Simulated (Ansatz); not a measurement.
With LDA in the plane-wave PAW code Ansatz, Pm in the dhcp (α-La type) structure (P6_3/mmc) relaxes to a = 3.419 Å, c = 11.049 Å. Pm on 2a has 12 nearest neighbours from 3.39 Å (cuboctahedral); Pm on 2c has 12 nearest neighbours from 3.39 Å (anticuboctahedral).

Electronic character: metallic (no gap). The magnetic state found is ferromagnetic. The net moment is 5.06 μB per atom.

An equation-of-state fit gives a bulk modulus of 20.4 GPa.

The LDA relaxation kept the symmetry of its start. Magnetic state: ferromagnetic, the only order run, not a proven ground state. The volume lies over 15 % below that of the usual cell of this phase: another minimum, or an error of the functional. The 4f shell is in the valence, and the state reached may lie above the lowest one. No Hubbard U is applied. Axis ratios of metals converge slowly with the k-mesh, so a and c are less sure than the volume. Spin–orbit coupling is left out wherever it is not named.

Potentials: the later of the program's two PAW sets (Tc and Pm come from another file).
